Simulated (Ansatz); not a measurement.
Structure relaxation, WC

The start is a generated cell, WC built in the AFLOW prototype AB_hP12_194_df_ce (B18, as in CuS). The structure is fully relaxed (lattice and positions, P = 0) with r2SCAN (plane waves to 500 eV, PAW, scalar-relativistic; Ansatz, a first-principles code). The first steps use a coarse 6×6×2 k-mesh.

Initial structure:
```
CELL_PARAMETERS angstrom
      3.43392     0.00000     0.00000
     -1.71696     2.97387     0.00000
      0.00000     0.00000    14.14853
ATOMIC_POSITIONS crystal
  W  0.33333 0.66667 0.75000
  W  0.66667 0.33333 0.25000
  W  0.33333 0.66667 0.10724
  W  0.66667 0.33333 0.60724
  W  0.66667 0.33333 0.89276
  W  0.33333 0.66667 0.39276
  C  0.33333 0.66667 0.25000
  C  0.66667 0.33333 0.75000
  C  0.00000 0.00000 0.06370
  C  0.00000 0.00000 0.56370
  C  0.00000 0.00000 0.93630
  C  0.00000 0.00000 0.43630
```

What pressure does the first self-consistent step give?

+12 GPa (positive: the cell is compressed).

By how much does the energy per atom fall from start to end?

0.24 eV/atom.

How does the volume change?

+1.1 %, from 12.04 to 12.17 Å³/atom.

What does it relax into? Give the structure.


```cif
data_C6W6
_chemical_formula_sum 'W6 C6'
_space_group_name_H-M_alt 'P63/mmc'
_space_group_IT_number 194
_space_group_name_Hall '-P 6c 2c'
_cell_length_a 3.51126
_cell_length_b 3.51126
_cell_length_c 13.68153
_cell_angle_alpha 90.000
_cell_angle_beta 90.000
_cell_angle_gamma 120.000
loop_
_atom_site_label
_atom_site_type_symbol
_atom_site_symmetry_multiplicity
_atom_site_Wyckoff_symbol
_atom_site_fract_x
_atom_site_fract_y
_atom_site_fract_z
_atom_site_occupancy
W1 W 2 d 0.66667 0.33333 0.25000 1
W2 W 4 f 0.33333 0.66667 0.09370 1
C1 C 2 c 0.33333 0.66667 0.25000 1
C2 C 4 e 0.00000 0.00000 0.09782 1
```

The space group stays P6₃/mmc (No. 194) (the run could not lower it), with 12 atoms in the primitive cell. Final values are on a 12×12×3 k-mesh of the relaxed cell. No spin polarisation in the result.

The run could not lose the symmetry of its start, so the end can be a saddle point.

The relaxed structure here is a generated cell of WC: the first start was made by placing the elements on the sites of a structure type, and the end was not matched to a known phase here, so it may be hypothetical. Known forms of WC include space group No. 187.
